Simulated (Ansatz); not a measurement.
WC (WC type, space group P-6m2)

```
CELL_PARAMETERS angstrom
      2.89868     0.00000     0.00000
     -1.44934     2.51033     0.00000
      0.00000     0.00000     2.82802
ATOMIC_POSITIONS crystal
  W  0.00000 0.00000 0.00000
  C  0.66667 0.33333 0.50000
```

The slice is a (-1 2 -1 0) plane (indices of the conventional cell) through the point (0.667, 0.333, 0.500) (fractional), spanned by u = [001] and v = [210] in vectors of this cell: u (2.83 Å) and v (5.02 Å, at 90° to u). It covers one period; positions are fractions (u, v).

Calculation: PBEsol (plane waves to 420 eV, PAW, scalar-relativistic; Ansatz, a quantum-chemistry and plane-wave program). k mesh 18×18×16. These are valence fields of a PAW run, semicore shells included where kept as valence: close to a nucleus they are smooth pseudo fields. Spin-orbit coupling is left out, though W is heavy. The PAW data are Ansatz's earlier set. WC is run without spin polarisation. WC was relaxed with its symmetry unable to fall.

Three fields on this plane, each scaled to ten steps between its own extremes (0 low, 9 high; the total valence density on a logarithmic scale, the potential cut 8 eV below its top; x marks points blanked near nuclei; v = 0 in the bottom row):

Map A
```
|xxxxx44444xxxx|
|xxxx1211121xxx|
|xxxx0000000xxx|
|xx0000xxx0000x|
|4300xxxxxxx003|
|3200xxxxxxx002|
|200xxxxxxxxx00|
|200xxxxxxxxx00|
|200xxxxxxxxx00|
|4200xxxxxxx002|
|5400xxxxxxx004|
|763000xxx00036|
|87640000000467|
|98875422245788|
|99987666667899|
|99988777778899|
|99987766677899|
|99877655567789|
|77766544456677|
|xx45543334554x|
|xxxx4433344xxx|
|xxxx2444442xxx|
|xxxxx45554xxxx|
|xxxxx45554xxxx|
```

Map B
```
|xxxxx65456xxxx|
|xxxx8655568xxx|
|xxxx7777777xxx|
|xx8889xxx9888x|
|6778xxxxxxx877|
|5679xxxxxxx976|
|557xxxxxxxxx75|
|568xxxxxxxxx86|
|557xxxxxxxxx75|
|5569xxxxxxx965|
|4457xxxxxxx754|
|334569xxx96543|
|22234677764322|
|11123455543211|
|00122344432210|
|00012344432100|
|00122344432210|
|22223444443222|
|44444445444444|
|xx66555555566x|
|xxxx6555556xxx|
|xxxx7654567xxx|
|xxxxx65456xxxx|
|xxxxx65456xxxx|
```

Map C
```
|xxxxx73237xxxx|
|xxxx9521259xxx|
|xxxx5211125xxx|
|xx9533xxx3359x|
|9853xxxxxxx358|
|6424xxxxxxx424|
|432xxxxxxxxx23|
|433xxxxxxxxx33|
|432xxxxxxxxx23|
|4324xxxxxxx423|
|3211xxxxxxx112|
|221114xxx41112|
|11111233321111|
|00112455542110|
|00024688864200|
|00024799974200|
|00124689864210|
|22234677764322|
|65555566655555|
|xx98654445689x|
|xxxx8543458xxx|
|xxxx9632369xxx|
|xxxxx73237xxxx|
|xxxxx74247xxxx|
```

Q: Assign the maps to these fields: electron localisation function (ELF); valence electron density; electrostatic potential energy of an electron, from the cell's mean.

A: A is the electrostatic potential energy of an electron, from the cell's mean; B is the valence electron density; C is the electron localisation function (ELF).
